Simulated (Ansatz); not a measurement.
Input:

AlIr:
```cif
data_AlIr
_chemical_formula_sum 'Al1 Ir1'
_space_group_name_H-M_alt 'Pm-3m'
_space_group_IT_number 221
_space_group_name_Hall '-P 4 2 3'
_cell_length_a 2.96931
_cell_length_b 2.96931
_cell_length_c 2.96931
_cell_angle_alpha 90.000
_cell_angle_beta 90.000
_cell_angle_gamma 90.000
loop_
_atom_site_label
_atom_site_type_symbol
_atom_site_symmetry_multiplicity
_atom_site_Wyckoff_symbol
_atom_site_fract_x
_atom_site_fract_y
_atom_site_fract_z
_atom_site_occupancy
Al1 Al 1 a 0.00000 0.00000 0.00000 1
Ir1 Ir 1 b 0.50000 0.50000 0.50000 1
```

This is the LDA-relaxed structure.

Q: All from plane-wave PAW LDA (Ansatz code), unless another level is named. Estimate the Debye temperature from the elastic constants.

A: 394 K.

Q: What about the highest zone-centre frequency?

A: 36.5 meV.

Q: And the elastic constants (relaxed ions, GPa)?

A: C11 = 355, C12 = 210, C44 = 141.

The workflow started from a Materials Project entry (that database holds measured and hypothetical structures alike); the Crystallography Open Database copy checked does not list it. With Al and Ir taken as one species the cell has the higher symmetry Im-3m, so it may be an ordered model of a mixed-site phase. Its standing as an ambient phase is unchecked. Symmetry was held in the LDA relaxation; of distortions, only those at the zone centre were tested. No spin polarisation was allowed. As this level gives no gap, shear constants depend on the k-mesh and smearing (Fermi–Dirac, 0.1 eV here). Spin–orbit coupling is left out wherever it is not named.

Potentials: the later of the program's two PAW sets.
